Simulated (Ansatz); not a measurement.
Input, command and steps of an Ansatz relaxation.

```yaml
crystal:
  lattice:
    - [-2.6829632193, 2.6829632193, 2.1524565172]
    - [2.6829632193, -2.6829632193, 2.1524565172]
    - [2.6829632193, 2.6829632193, -2.1524565172]
  atoms:
    - { symbol: Al, position: [0.842811903, 0.657188097, 0.5] }
    - { symbol: Al, position: [0.657188097, 0.157188097, 0.814376194] }
    - { symbol: Al, position: [0.342811903, 0.842811903, 0.185623806] }
    - { symbol: Al, position: [0.157188097, 0.342811903, 0.5] }
    - { symbol: Cu, position: [0.25, 0.25, 0.0] }
    - { symbol: Cu, position: [0.75, 0.75, 0.0] }
basis:
  ecutwfc: 500
kpoints:
  mp_grid: { grid: [10, 10, 10] }
hamiltonian:
  xc: r2scan
scf:
  occupations: { method: gaussian, width: 0.1 }
output:
  forces: true
  stress: true
  eigenvalues: true
relax:
  adjacent_minimum: "off"
  f_tol: 0.008
  max_steps: 50
  cell: { stress_tol: 0.08, p_target: 90.0 }
```

```bash
ansatz run input.yaml --threads 1 --pin off --max-ram 2560MiB --backend cpu --events-out ev --progress --plain --runs-dir out
```

Level of theory: Ansatz 0.2.0, DFT r2SCAN, scalar-relativistic, plane waves, PAW.

Of 5 frames 4 are shown, positions in Å and forces in eV/Å; the SCF threshold varies from step to step. Steps run on the plane waves of an earlier cell, with a Pulay correction in the pressure. The basis is chosen afresh for the last frame, the zero of the energies, and at times for earlier ones too; energy and pressure step there, also at an unchanged geometry. The relaxation lowers the enthalpy F + PV at the target pressure, so the free energy itself can rise.

```xyz
6
Lattice="-2.6830 2.6830 2.1525 2.6830 -2.6830 2.1525 2.6830 2.6830 -2.1525" Properties=species:S:1:pos:R:3:forces:R:3 pbc="T T T" step=1 free_energy_over_end_meV_per_atom=-153.51 pressure_GPa=78.05
Al    0.8435    1.8395    2.1525   -0.0837    0.0837    0.0000
Al    0.8435    3.5264    0.0000   -0.0837   -0.0837    0.0000
Al    1.8395   -0.8435    2.1525    0.0837    0.0837    0.0000
Al    1.8395    0.8435    0.0000    0.0837   -0.0837    0.0000
Cu    0.0000    0.0000    1.0762    0.0000    0.0000    0.0000
Cu    0.0000    0.0000    3.2287    0.0000    0.0000    0.0000
6
Lattice="-2.6593 2.6593 2.1371 2.6593 -2.6593 2.1371 2.6593 2.6593 -2.1371" Properties=species:S:1:pos:R:3:forces:R:3 pbc="T T T" step=2 free_energy_over_end_meV_per_atom=-22.19 pressure_GPa=88.26
Al    0.8309    1.8284    2.1371    0.0250   -0.0250    0.0000
Al    0.8309    3.4902    0.0000    0.0250    0.0250    0.0000
Al    1.8284   -0.8309    2.1371   -0.0250   -0.0250    0.0000
Al    1.8284    0.8309    0.0000   -0.0250    0.0250    0.0000
Cu    0.0000    0.0000    1.0685    0.0000    0.0000    0.0000
Cu    0.0000    0.0000    3.2056    0.0000    0.0000    0.0000
6
Lattice="-2.6553 2.6553 2.1350 2.6553 -2.6553 2.1350 2.6553 2.6553 -2.1350" Properties=species:S:1:pos:R:3:forces:R:3 pbc="T T T" step=3 free_energy_over_end_meV_per_atom=0.05 pressure_GPa=90.00
Al    0.8300    1.8252    2.1350    0.0142   -0.0142    0.0000
Al    0.8300    3.4853    0.0000    0.0142    0.0142    0.0000
Al    1.8252   -0.8300    2.1350   -0.0142   -0.0142    0.0000
Al    1.8252    0.8300    0.0000   -0.0142    0.0142    0.0000
Cu    0.0000    0.0000    1.0675    0.0000    0.0000    0.0000
Cu    0.0000    0.0000    3.2026    0.0000    0.0000    0.0000
6
Lattice="-2.6545 2.6545 2.1363 2.6545 -2.6545 2.1363 2.6545 2.6545 -2.1363" Properties=species:S:1:pos:R:3:forces:R:3 pbc="T T T" step=5 free_energy_over_end_meV_per_atom=0.00 pressure_GPa=89.99
Al    0.8304    1.8242    2.1363    0.0043   -0.0043    0.0000
Al    0.8304    3.4849    0.0000    0.0043    0.0043    0.0000
Al    1.8242   -0.8304    2.1363   -0.0043   -0.0043    0.0000
Al    1.8242    0.8304    0.0000   -0.0043    0.0043    0.0000
Cu    0.0000    0.0000    1.0681    0.0000    0.0000    0.0000
Cu    0.0000    0.0000    3.2044    0.0000    0.0000    0.0000
```

It took 2.8 min on 1 thread of Arm Neoverse V1, on a shared host, peak memory 0.62 GiB.